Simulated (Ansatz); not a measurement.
# What moves the field gradients of Cd?

Cell of run 1: a structure deposited in the COD.

```
Cd
1.0
     2.97887    0.00000    0.00000
    -1.48944    2.57978    0.00000
     0.00000    0.00000    5.61765
Cd
2
Direct
  0.33333 0.66667 0.25000
  0.66667 0.33333 0.75000
```

Atoms are numbered from 1 in the order listed; like atoms form one site, named after its first atom.

Relaxed positions (PBE, cell held):

```
CELL_PARAMETERS angstrom
2.97887 0.00000 0.00000
-1.48944 2.57978 0.00000
0.00000 0.00000 5.61765
ATOMIC_POSITIONS crystal
Cd 0.33333 0.66667 0.25000
Cd 0.66667 0.33333 0.75000
```

All runs are DFT with Ansatz 0.2.0 (plane waves and PAW, scalar-relativistic unless spin–orbit coupling is named, Γ-centred meshes, Fermi–Dirac smearing where given) in this cell.

Run 1: PBE, atoms as given; 420 eV, 13×13×6 k-points, smearing 0.05 eV.
Run 2: r2SCAN, at the relaxed atoms; 500 eV, 13×13×6 k-points, smearing 0.05 eV.
Run 3: PBE with spin–orbit coupling, at the relaxed atoms; 420 eV, 13×13×6 k-points, smearing 0.05 eV.

| run | Cd V_zz (η) |
| --- | --- |
| 1 | 7.33 (0.00) |
| 2 | ? |
| 3 | 7.37 (0.00) |

V_zz in 10²¹ V/m².

Q: Estimate the row of run 2.

A: Cd: 9.18 (0.00). It lies nearest to run 3, from whose tensors on these sites it differs by 1.82 at most (largest principal value of the difference, on Cd). Taken one at a time, the functional (r2SCAN with its higher cutoff) moves the tensors on these sites by up to 1.85 (largest principal value of the change, on Cd), spin–orbit coupling by 0.03 (Cd).

In runs 1, 2, 3 there is no gap above 0.1 eV, so the gradients can move by 10 % or more with the k-mesh.
